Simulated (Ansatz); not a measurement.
ZnGa$_{2}$S$_{4}$:
```cif
data_Ga4S8Zn2
_chemical_formula_sum 'Zn2 Ga4 S8'
_space_group_name_H-M_alt 'I-4'
_space_group_IT_number 82
_space_group_name_Hall 'I -4'
_cell_length_a 5.25857
_cell_length_b 5.25857
_cell_length_c 10.33372
_cell_angle_alpha 90.000
_cell_angle_beta 90.000
_cell_angle_gamma 90.000
loop_
_atom_site_label
_atom_site_type_symbol
_atom_site_symmetry_multiplicity
_atom_site_Wyckoff_symbol
_atom_site_fract_x
_atom_site_fract_y
_atom_site_fract_z
_atom_site_occupancy
Zn1 Zn 2 d 0.50000 0.00000 0.25000 1
Ga1 Ga 2 a 0.00000 0.00000 0.00000 1
Ga2 Ga 2 c 0.00000 0.50000 0.25000 1
S1 S 8 g 0.25647 0.26308 0.11808 1
```
(The calculation used a cell of 7 atoms; values per cell refer to that cell.)

Relaxed with PBEsol.

Problem. Tabulate the valence density and the electron localisation function along the shortest Zn–S contact (2.33 Å), plane-wave PAW PBEsol (Ansatz code).

Solution. 

```
distance from Zn (Å)  density (e/Å³)   ELF
--------------------  --------------  ----
0.23                           25.34  0.00
0.35                           12.68  0.00
0.47                            5.39  0.02
0.58                            2.27  0.06
0.70                            1.14  0.12
0.81                            0.72  0.18
0.93                            0.54  0.22
1.05                            0.49  0.33
1.16                            0.52  0.56
1.28                            0.62  0.78
1.40                            0.78  0.87
1.51                            0.97  0.90
1.63                            1.15  0.88
1.74                            1.22  0.81
1.86                            1.12  0.64
1.98                            0.84  0.32
2.09                            0.44  0.06
```

The density is the valence pseudo-density with augmentation charge, so density and ELF within about 1 Å of a nucleus are not all-electron values.

The first step of the workflow began from a Materials Project structure, measured or hypothetical; the Crystallography Open Database copy checked does not list it. Whether it is the stable phase at ambient conditions was not checked. The PBEsol relaxation kept the symmetry of its start; its stability against distortions is not shown here.

Potentials: the later of the program's two PAW sets.
